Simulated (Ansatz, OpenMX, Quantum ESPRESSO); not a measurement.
Au: programs and potentials compared

```xyz
6
Lattice="2.8928 0.0000 0.0000 0.0000 2.8928 0.0000 0.0000 0.0000 25.2275" Properties=species:S:1:pos:R:3 pbc="T T T"
Au    1.4464    1.4464    7.5000
Au    0.0000    0.0000    9.5455
Au    1.4464    1.4464   11.5910
Au    0.0000    0.0000   13.6365
Au    1.4464    1.4464   15.6820
Au    0.0000    0.0000   17.7275
```

The cell was measured well above room temperature.

Alike in all runs: functional PBE; k mesh 9 × 9 × 1; occupations fermi-dirac, width 0.05 eV; no spin polarisation; no spin-orbit coupling.

```tsv
program and potentials	plane-wave cutoff (eV)	notes	largest force (eV/Å)
Ansatz, Ansatz PAW	420	19 valence electrons an atom on average	0.228
Quantum ESPRESSO, PseudoDojo 0.4.1 SR PBE standard	1034	19 valence electrons an atom on average	0.208
OpenMX, OpenMX 2013 PBE set, Au7.0-s3p2d2f1, grid cutoff 400 Ry	-	atomic basis; 17 valence electrons an atom on average	0.355
```

Force on atom 6 (Au), eV/Å:

```tsv
program and potentials	x	y	z
Ansatz, Ansatz PAW	0.000	0.000	0.228
Quantum ESPRESSO, PseudoDojo 0.4.1 SR PBE standard	0.000	0.000	0.208
OpenMX, OpenMX 2013 PBE set, Au7.0-s3p2d2f1, grid cutoff 400 Ry	0.000	0.000	0.355
```

Rows in atomic bases carry the error of their basis and grid, which can be large.

The functional is the same throughout but for its coding, so the spread measures potentials, basis and numerics; runs on potential files found faulty are left out.
